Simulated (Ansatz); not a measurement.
Input file for Ansatz (a quantum-chemistry and plane-wave program):

Ansatz 0.2 input:
```yaml
crystal:
  lattice:
    - [7.2721890641, 0.0, 0.0]
    - [0.0, 7.2721890641, 0.0]
    - [0.0, 0.0, 7.2721890641]
  atoms:
    - { symbol: In, position: [0.25, 0.0, 0.5] }
    - { symbol: In, position: [0.5, 0.25, 0.0] }
    - { symbol: In, position: [0.5, 0.75, 0.0] }
    - { symbol: In, position: [0.75, 0.0, 0.5] }
    - { symbol: In, position: [0.0, 0.5, 0.75] }
    - { symbol: In, position: [0.0, 0.5, 0.25] }
    - { symbol: P, position: [0.25, 0.5, 0.0] }
    - { symbol: P, position: [0.0, 0.25, 0.5] }
    - { symbol: P, position: [0.0, 0.75, 0.5] }
    - { symbol: P, position: [0.75, 0.5, 0.0] }
    - { symbol: P, position: [0.5, 0.0, 0.75] }
    - { symbol: P, position: [0.5, 0.0, 0.25] }
kpoints:
  mp_grid: { grid: [3, 3, 3] }
hamiltonian:
  xc: hse06
  pseudopotentials: { kind: paw }
scf:
  n_extra_bands: 12
  occupations: { method: fixed }
output:
  eigenvalues: true
  eigenstates:
    e_range: [-9.0, 9.6]
    kpoints:
      - [0.0, 0.0, 0.0]  # VBM
      - [0.0, 0.0, 0.0]  # CBM
      - [0.0, 0.0, 0.0]  # GAMMA
      - [0.5, 0.5, 0.5]  # R
      - [0.5, 0.5, 0.0]  # M
      - [0.0, 0.5, 0.0]  # X
```

Output (shortened):

```
Pseudopotentials: kind: paw
Pseudopotential: In, paw, valence charge 13
Pseudopotential: P, paw, valence charge 5
Functional definition: HSE06
davidson cushion auto → on  (no smearing: the cushion is to keep the highest requested band from converging to the state above it …
Crystal: 12 atoms, lattice volume = 384.588 Å³
Basis set: ecut = 420 eV, 7497 PW (Γ)
Bands: 66, of which v1, the nominal top of the filled ones, is band 54 counted from 1 (53 counted from 0)
Symmetry: 48 space group operations
Space group: Pm-3n (ITA 223), of the structure as read, at distance tolerance 7.3e-5 Å
k-points: 4 of 27
PAW frozen core: In, regenerated for the run's functional, and the local potential with it
PAW frozen core: P, regenerated for the run's functional, and the local potential with it
Initial wavefunctions: pseudopotential atomic-orbital guess
Eigensolver: davidson
Functional: x = pbe(κ = 0.804, μ = 0.2195149727645171), c = pbe(β = 0.06672455060314922), warm-up for x = pbe(κ = 0.804, μ = 0.2195149727645171) + 0.25 (exact …
SCF iter   1: F=—  HF=-38122.349016 eV  |F-HF|=—  |Δ(HF+E_count)|=         —  Δρ=1.56e-3  dr2=2.20e-2  ethr=1.77e-3  ⟨swp⟩=9.2  Hψ=1347  notcnv=0
preconditioner: auto → none
SCF iter   2: F=—  HF=-38122.359204 eV  |F-HF|=—  |Δ(HF+E_count)|=   1.02e-2  Δρ=7.14e-4  dr2=3.61e-3  ethr=2.04e-5  ⟨swp⟩=6.5  Hψ=964  notcnv=0  defer=1
SCF iter   3: F=—  HF=-38122.363778 eV  |F-HF|=—  |Δ(HF+E_count)|=   4.57e-3  Δρ=2.79e-4  dr2=5.19e-4  ethr=3.34e-6  ⟨swp⟩=5.5  Hψ=721  notcnv=0  defer=1
iter 4 solved again at ethr=1.25e-8 eV; its pass at ethr=4.81e-7 eV (dr2=1.35e-5 eV) is discarded
SCF iter   4: F=-38122.364311 eV  HF=-38122.364317 eV  |F-HF|=6.16e-6  |Δ(HF+E_count)|=   5.39e-4  Δρ=6.35e-5  dr2=1.55e-5  ethr=1.25e-8  ⟨swp⟩=5.0  Hψ=1701  notcnv=0
SCF 1 stopped early in 4 iterations: F = -38122.364311 eV  dr2 = 1.55e-5
Crystal: 12 atoms, lattice volume = 384.588 Å³
Initial density: handed on by an earlier stage of this run
Initial wavefunctions: those handed on with the density
Functional: x = pbe(κ = 0.804, μ = 0.2195149727645171) + 0.25 (exact − pbe) at short range (hse, ω = 0.20786987370883472 Å⁻¹), c = pbe(β = 0.06672455060314922); HSE06 as pw.x's `hse` composes it (authors' and Libxc's form: `xc: wpbeh`)
Exchange kernel: α = 0.2500, screened, ω = 0.2079 Å⁻¹, Wigner–Seitz truncation, v(0) = 1046.3555 eV·Å³, q-mesh 3×3×3, nearest image of the exchange supercell L …
Frozen-core exchange: fock
SCF iter   1: F=—  HF=-38149.219036 eV  |F-HF|=—  |Δ(HF+E_count)|=         —  Δρ=4.83e-3  dr2=5.55e-2  ethr=1.44e-7  ⟨swp⟩=10.5  Hψ=1942  notcnv=0
preconditioner: auto → none
SCF iter   2: F=—  HF=-38149.206221 eV  |F-HF|=—  |Δ(HF+E_count)|=   1.28e-2  Δρ=1.55e-3  dr2=1.04e-2  ethr=1.44e-7  ⟨swp⟩=5.0  Hψ=1150  notcnv=0
SCF iter   3: F=—  HF=-38149.241809 eV  |F-HF|=—  |Δ(HF+E_count)|=   3.56e-2  Δρ=1.08e-3  dr2=2.87e-3  ethr=1.44e-7  ⟨swp⟩=7.0  Hψ=1271  notcnv=0
SCF iter   4: F=—  HF=-38149.241173 eV  |F-HF|=—  |Δ(HF+E_count)|=   6.37e-4  Δρ=1.51e-4  dr2=1.49e-4  ethr=1.44e-7  ⟨swp⟩=4.0  Hψ=912  notcnv=0
SCF iter   5: F=-38149.241778 eV  HF=-38149.241792 eV  |F-HF|=1.39e-5  |Δ(HF+E_count)|=   6.19e-4  Δρ=1.16e-4  dr2=3.74e-5  ethr=7.01e-8  ⟨swp⟩=5.0  Hψ=884  notcnv=0
SCF 2 stopped early in 5 iterations: F = -38149.241778 eV  dr2 = 3.74e-5
hybrid outer 1: dexx = +4.197e-2 eV, tail = 1.32e-4 eV
Crystal: 12 atoms, lattice volume = 384.588 Å³
Exchange kernel: α = 0.2500, screened, ω = 0.2079 Å⁻¹, Wigner–Seitz truncation, v(0) = 1046.3555 eV·Å³, q-mesh 3×3×3, nearest image of the exchange supercell L …
Frozen-core exchange: fock
SCF iter   1: F=—  HF=-38149.240940 eV  |F-HF|=—  |Δ(HF+E_count)|=         —  Δρ=3.78e-5  dr2=4.15e-6  ethr=6.11e-7  ⟨swp⟩=2.5  Hψ=590  notcnv=0
preconditioner: auto → none
SCF iter   2: F=—  HF=-38149.240941 eV  |F-HF|=—  |Δ(HF+E_count)|=   1.77e-6  Δρ=1.30e-5  dr2=6.61e-7  ethr=3.59e-9  ⟨swp⟩=4.8  Hψ=1092  notcnv=0
SCF iter   3: F=—  HF=-38149.240943 eV  |F-HF|=—  |Δ(HF+E_count)|=   1.61e-6  Δρ=8.29e-6  dr2=2.33e-7  ethr=3.61e-10  ⟨swp⟩=5.5  Hψ=986  notcnv=0
iter 4 solved again at ethr=8.85e-12 eV; its pass at ethr=1.93e-10 eV (dr2=9.56e-9 eV) is discarded
SCF iter   4: F=-38149.240943 eV  HF=-38149.240943 eV  |F-HF|=8.46e-9  |Δ(HF+E_count)|=   8.26e-8  Δρ=1.42e-6  dr2=1.32e-8  ethr=8.85e-12  ⟨swp⟩=3.8  Hψ=1389  notcnv=0
SCF 3 converged in 4 iterations: F = -38149.240943 eV  dr2 = 1.32e-8
hybrid outer 2: dexx = +1.731e-6 eV, tail = 4.74e-8 eV, Δε = 1.50e-3 eV (about 4.98e-5 eV left of the loop's levels)
the search or the solves at the SCF's close seem to have found levels that the self-consistency loop had missed (the run counts 2) …
NSCF: frozen V_eff on 6 k-points
hybrid SCF converged: 2 outer / 9 inner (+4 warm-up), last move |dexx| = 1.73e-6 eV, tail = 4.74e-8 eV
Stability not checked (fock_operator)
Free energy (F): -38149.240943 eV
Frozen-core exchange: fock
Harris-Foulkes:  -38149.240943 eV  (|F-HF|=8.46e-9)
Internal energy: -38149.240943 eV  (E = F + TS)
E sigma→0 (E₀):  -38149.240943 eV
Fermi energy:    4.124850 eV
--- Per-component energies (eV) ---
  E_band       = -739.812971
  E_kinetic    = 1876.141023
  E_local      = -10466.342104  (includes V_loc(G=0)·N_el)
  E_nonlocal   = 2407.222083
  E_hartree    = 4227.814073
  E_xc         = -1322.066486
  E_vxc        = -766.659096  (∫ρ·V_xc dr)
  E_exx        = -242.083132  (= α·E_x^exact, valence–valence)
  E_paw        = -28476.412246  (= ΣΔE_a)
  E_vpaw       = -1761.635668  (= ΣTr[D̂ρ^β])
  E_aug_tail   = 0.000175  (compensation charges beyond the density's cutoff)
  E_ewald      = -6156.127788
  E_core_change = 2.613459  (= ΣΔE_core)
  E_smearing   =  0.000000  (= −TS)
  E_closure    = 0.000000  (closes the sum)
  Σ components = -38149.240943   (vs F -38149.240943, Δ=0.00e0)
  [band-id]    e_kinetic+e_local+e_nonlocal+2·e_hartree+e_vxc+2·e_exx+e_vpaw+e_augmentation_tail = -739.811705   (vs E_band -739.812971, Δ=1.27e-3)
--- Band table (eV) ---
  k-point 0: bands = ["-11.9769", "-11.9769", "-11.9769", "-11.8319", "-11.8319", "-11.8317", "-11.7993", "-11.7993", "-11.7993", "-11.7717", "-11.7717", "-11.7286", "-11.7286", "-11.7286", "-11.7185", "-11.7185", "-11.7185", "-11.7115", "-11.7115", "-11.7115", "-11.7041", "-11.6750", "-11.6589", "-11.6589", "-11.6589", "-11.6416", "-11.6416", "-11.5713", "-11.5713", "-11.5713", "-8.1402", "-7.0374", "-7.0374", "-5.6519", "-5.6519", "-5.6519", "-2.2091", "-2.2091", "-1.4985", "-1.4985", "-1.4985", "-0.5666", "2.0128", "2.0128", "2.0128", "2.4737", "2.4737", "2.4737", "2.6234", "2.6234", "2.6234", "4.1248", "4.1248", "4.1248", "5.5441", "6.2360", "6.2360", "6.2360", "7.6386", "7.6386", "8.2338", "8.2338", "8.2338", "8.7175", "9.2465", "10.0916"]
  k-point 1: bands = ["-11.9674", "-11.9674", "-11.9485", "-11.8798", "-11.8268", "-11.8192", "-11.7884", "-11.7884", "-11.7858", "-11.7715", "-11.7471", "-11.7471", "-11.7339", "-11.7260", "-11.7210", "-11.7196", "-11.7196", "-11.7118", "-11.7118", "-11.7067", "-11.7060", "-11.6705", "-11.6623", "-11.6616", "-11.6616", "-11.6423", "-11.6421", "-11.6274", "-11.5708", "-11.5708", "-7.9082", "-7.3678", "-6.7829", "-6.1245", "-5.6393", "-5.6393", "-2.2656", "-2.2348", "-1.5043", "-1.5043", "-0.3715", "0.2205", "1.6577", "1.7934", "1.7934", "2.0714", "2.1506", "2.2079", "2.2079", "2.4540", "3.1141", "3.1141", "3.9529", "3.9529", "6.0945", "6.4013", "6.9424", "7.1274", "7.1274", "7.5709", "8.4568", "8.4568", "9.3280", "9.3280", "9.5877", "9.6078"]
  k-point 2: bands = ["-11.9565", "-11.9415", "-11.9375", "-11.8725", "-11.8655", "-11.8020", "-11.7990", "-11.7801", "-11.7647", "-11.7510", "-11.7491", "-11.7428", "-11.7428", "-11.7385", "-11.7221", "-11.7212", "-11.7177", "-11.7134", "-11.7085", "-11.7074", "-11.7071", "-11.6703", "-11.6635", "-11.6633", "-11.6578", "-11.6468", "-11.6430", "-11.6278", "-11.6264", "-11.5705", "-7.6927", "-7.2904", "-6.8710", "-6.3398", "-6.0060", "-5.6280", "-2.4152", "-1.4823", "-1.4630", "-0.9156", "-0.1895", "0.5341", "1.2962", "1.3694", "1.4526", "1.5515", "1.7998", "1.9663", "2.7513", "2.7946", "2.9160", "3.0702", "3.2395", "3.8618", "6.6997", "6.8592", "7.1101", "7.2211", "7.3443", "7.6312", "8.5784", "8.6930", "8.7565", "9.1821", "9.1883", "9.7416"]
  k-point 3: bands = ["-11.9310", "-11.9268", "-11.9268", "-11.8613", "-11.8613", "-11.8538", "-11.7639", "-11.7639", "-11.7572", "-11.7546", "-11.7546", "-11.7460", "-11.7460", "-11.7288", "-11.7274", "-11.7245", "-11.7245", "-11.7113", "-11.7098", "-11.7085", "-11.7085", "-11.6646", "-11.6646", "-11.6643", "-11.6559", "-11.6486", "-11.6486", "-11.6275", "-11.6264", "-11.6264", "-7.4605", "-7.0335", "-7.0335", "-6.3031", "-6.3031", "-6.1347", "-1.4242", "-1.4242", "-1.3703", "-0.3742", "-0.3742", "0.6051", "0.6930", "0.9505", "1.2763", "1.9155", "1.9155", "2.4085", "2.4085", "2.6743", "2.7720", "2.7720", "3.0065", "3.0065", "7.3888", "7.5520", "7.5520", "7.6218", "7.6218", "7.9087", "8.0318", "8.4655", "8.4655", "9.1266", "9.1266", "9.2191"]
  band table: 66 of 66 bands, residual norms ≤ 1.0e-3 eV
```

Cost: around 17 core-minutes (rough) on shared cores.

The points marked VBM and CBM come from a semilocal run.

The start of the workflow was typed in or built on a structure type; neither database checked (COD, Materials Project) lists it. It is not the phase usual at ambient conditions (space group No. 216). The r²SCAN relaxation kept the symmetry of its start; its stability against distortions is not shown here. The volume moved by 28 % from the start of the relaxation. Scalar-relativistic: spin–orbit coupling is off unless named, which matters more the heavier the elements.

Potentials: the later of the program's two PAW sets.

Ansatz is a plane-wave DFT program.
